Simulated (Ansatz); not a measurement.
Ga:
```cif
data_Ga4
_chemical_formula_sum 'Ga4'
_space_group_name_H-M_alt 'P 1'
_space_group_IT_number 1
_cell_length_a 4.39245
_cell_length_b 4.39245
_cell_length_c 4.50286
_cell_angle_alpha 90.000
_cell_angle_beta 90.000
_cell_angle_gamma 61.808
loop_
_space_group_symop_operation_xyz
  'x, y, z'
loop_
_atom_site_label
_atom_site_type_symbol
_atom_site_fract_x
_atom_site_fract_y
_atom_site_fract_z
_atom_site_occupancy
Ga1 Ga 0.99130 0.33386 0.25000 1
Ga2 Ga 0.00870 0.66614 0.75000 1
Ga3 Ga 0.33386 0.99130 0.75000 1
Ga4 Ga 0.66614 0.00870 0.25000 1
```

This is the LDA-relaxed structure.

Task: All from LDA (plane waves, PAW; program Ansatz), unless another level is named. Predict the bulk modulus (Birch–Murnaghan fit).

Result: 56.7 GPa.

Task: What about the highest zone-centre frequency?

Result: 249 cm⁻¹.

Space group Cmcm. The workflow started from a Materials Project entry (that database holds measured and hypothetical structures alike); the Crystallography Open Database files this formula in space group No. 63, but the cells were not matched. It is not the phase usual at ambient conditions (space group No. 64). The cell was relaxed with LDA under the symmetry of its start; of distortions, only those at the zone centre were tested. As this level gives no gap, phonon frequencies hold no LO–TO term and depend on the k-mesh and smearing (Fermi–Dirac, 0.1 eV here).

Potentials: the later of the program's two PAW sets.
